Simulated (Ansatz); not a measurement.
**Mo3Pt: computed property card**

Mo₃Pt:
```cif
data_Mo6Pt2
_chemical_formula_sum 'Mo6 Pt2'
_space_group_name_H-M_alt 'P 1'
_space_group_IT_number 1
_cell_length_a 4.98489
_cell_length_b 4.98489
_cell_length_c 4.98489
_cell_angle_alpha 90.000
_cell_angle_beta 90.000
_cell_angle_gamma 90.000
loop_
_space_group_symop_operation_xyz
  'x, y, z'
loop_
_atom_site_label
_atom_site_type_symbol
_atom_site_fract_x
_atom_site_fract_y
_atom_site_fract_z
_atom_site_occupancy
Mo1 Mo 0.25000 0.00000 0.50000 1
Mo2 Mo 0.50000 0.75000 0.00000 1
Mo3 Mo 0.75000 0.00000 0.50000 1
Mo4 Mo 0.50000 0.25000 0.00000 1
Mo5 Mo 0.00000 0.50000 0.75000 1
Mo6 Mo 0.00000 0.50000 0.25000 1
Pt1 Pt 0.00000 0.00000 0.00000 1
Pt2 Pt 0.50000 0.50000 0.50000 1
```

Space group Pm-3n (No. 223), A15 (Cr3Si type); conventional cell a = 4.985 Å, b = 4.985 Å, c = 4.985 Å, α = 90.00°, β = 90.00°, γ = 90.00°.

Method: plane-wave PAW r²SCAN (Ansatz code). The cell and atoms are relaxed at this level. Other levels are named where they apply.

**Cell and energy**

```yaml
volume_per_atom: 15.48 Å³
density: 12.95 g/cm³
Formation energy from the elements (no fitted shifts): -0.10 eV/atom
```

**Electronic structure**

```yaml
electronic_character: metallic (no gap)
Density of states at the Fermi level: 0.95 states/eV per atom (mean over ±0.08 eV)
Gap with spin–orbit coupling: none (metallic)
```

**Mechanics**

```yaml
Bulk modulus (Birch–Murnaghan fit): 2790 kbar
Pressure derivative B′: 4.5
```

**Charges**

```yaml
bader_charges: Mo +0.47, Pt -1.42 e
```

The workflow started from an entry of the Crystallography Open Database (COD). Its standing as an ambient phase is unchecked. The cell was relaxed with r²SCAN under the symmetry of its start; whether a distortion lowers the energy is not shown. No spin polarisation was allowed. The references are the lowest solids computed at this level, not always the standard phases. Spin–orbit coupling is left out wherever it is not named.

Potentials: the later of the program's two PAW sets.
